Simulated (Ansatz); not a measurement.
Recipe of this trial structure of Sr2AgAuC6N6: cyanide-bridged rock-salt net of two metals, 2 guest cations a cell (Fm-3m, No. 225). The dimensions are guesses.

```yaml
crystal:
  lattice:
    - [0.00000, 5.19950, 5.19950]
    - [5.19950, 0.00000, 5.19950]
    - [5.19950, 5.19950, 0.00000]
  atoms:
    - { symbol: Sr, position: [0.25000, 0.25000, 0.25000] }
    - { symbol: Sr, position: [0.75000, 0.75000, 0.75000] }
    - { symbol: Ag, position: [0.00000, 0.00000, 0.00000] }
    - { symbol: C, position: [0.80556, 0.19444, 0.19444] }
    - { symbol: C, position: [0.19444, 0.80556, 0.19444] }
    - { symbol: C, position: [0.19444, 0.19444, 0.80556] }
    - { symbol: C, position: [0.19444, 0.80556, 0.80556] }
    - { symbol: C, position: [0.80556, 0.19444, 0.80556] }
    - { symbol: C, position: [0.80556, 0.80556, 0.19444] }
    - { symbol: Au, position: [0.50000, 0.50000, 0.50000] }
    - { symbol: N, position: [0.69305, 0.30695, 0.30695] }
    - { symbol: N, position: [0.30695, 0.69305, 0.30695] }
    - { symbol: N, position: [0.30695, 0.30695, 0.69305] }
    - { symbol: N, position: [0.30695, 0.69305, 0.69305] }
    - { symbol: N, position: [0.69305, 0.30695, 0.69305] }
    - { symbol: N, position: [0.69305, 0.69305, 0.30695] }
```

Theory: DFT PBE, scalar-relativistic, plane waves, PAW in Ansatz 0.2.0. Cutoff 420 eV, Gaussian smearing, Γ-centred meshes. Cell and atoms relax first on a coarse mesh and then on a finer one. In between, the cell is made exact in the group found at 0.06 Å. In metals the finer mesh still leaves noise of several meV/atom or more. The steps can't lower the symmetry of their start. No spin polarisation in the relaxation; trial moments died out in a coarse test.

A guess keeps its type if space group and coordination stay and the shape of the cell changes little (axis ratios within about 15 %, angles within 6°); the volume may change.

Q: Does it keep its structure type, or change into something else?

A: It keeps its type. The symmetry stays Fm-3m (No. 225). The volume per atom grows by 42.9 %, from 17.6 to 25.1 Å³. The shortest distance goes from 1.17 Å (C–N) to 1.18 Å (C–N). Counting neighbours within 15 % of an atom's shortest distance, the start has Ag 6, Au 6, C 1, N 1, Sr 24 and the end Ag 6, Au 6, C 1, N 1, Sr 24.

The zero of energy is the elements' standard structures at the same level (N₂ as a molecule); no fitted shifts are applied.

Q: At what energy does it end?

A: +0.73 eV/atom. The separate elements lie lower, so it is unstable against them.

The last run used a 6×6×6 mesh for its 16-atom cell and Gaussian smearing of 0.10 eV. Spin–orbit coupling, which can matter for Au, is left out. The reference form of C is held partly by dispersion forces, which this level lacks. A structure relaxed within its symmetry needn't be a true minimum.
